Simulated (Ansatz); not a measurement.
Data:

BPd$_{2}$:
```cif
data_B2Pd4
_chemical_formula_sum 'Pd4 B2'
_space_group_name_H-M_alt 'Pnnm'
_space_group_IT_number 58
_space_group_name_Hall '-P 2 2n'
_cell_length_a 4.71355
_cell_length_b 5.13326
_cell_length_c 3.14607
_cell_angle_alpha 90.000
_cell_angle_beta 90.000
_cell_angle_gamma 90.000
loop_
_space_group_symop_operation_xyz
  'x, y, z'
  '-x, -y, -z'
  '-x, -y, z'
  'x, y, -z'
  'x+1/2, -y+1/2, -z+1/2'
  '-x+1/2, y+1/2, z+1/2'
  '-x+1/2, y+1/2, -z+1/2'
  'x+1/2, -y+1/2, z+1/2'
loop_
_atom_site_label
_atom_site_type_symbol
_atom_site_symmetry_multiplicity
_atom_site_Wyckoff_symbol
_atom_site_fract_x
_atom_site_fract_y
_atom_site_fract_z
_atom_site_occupancy
Pd1 Pd 4 g 0.25499 0.34383 0.00000 1
B1 B 2 a 0.00000 0.00000 0.00000 1
```

This is the r²SCAN-relaxed structure.

### Question
All from plane-wave PAW r²SCAN (Ansatz code), unless another level is named. Predict the electronic character.

### Answer
metallic (no gap).

### Question
Next, the formation energy from the elements (no fitted shifts)?

### Answer
-0.28 eV/atom.

### Question
Next, the density of states at the Fermi level?

### Answer
0.26 states/eV per atom (mean over ±0.08 eV).

The workflow started from an entry of the Crystallography Open Database (COD). Its standing as an ambient phase is unchecked. Symmetry was held in the r²SCAN relaxation; whether a distortion lowers the energy is not shown. No spin polarisation was allowed. The references are the lowest solids computed at this level, not always the standard phases. Scalar-relativistic: spin–orbit coupling is off unless named, which matters more the heavier the elements.

Potentials: the later of the program's two PAW sets.
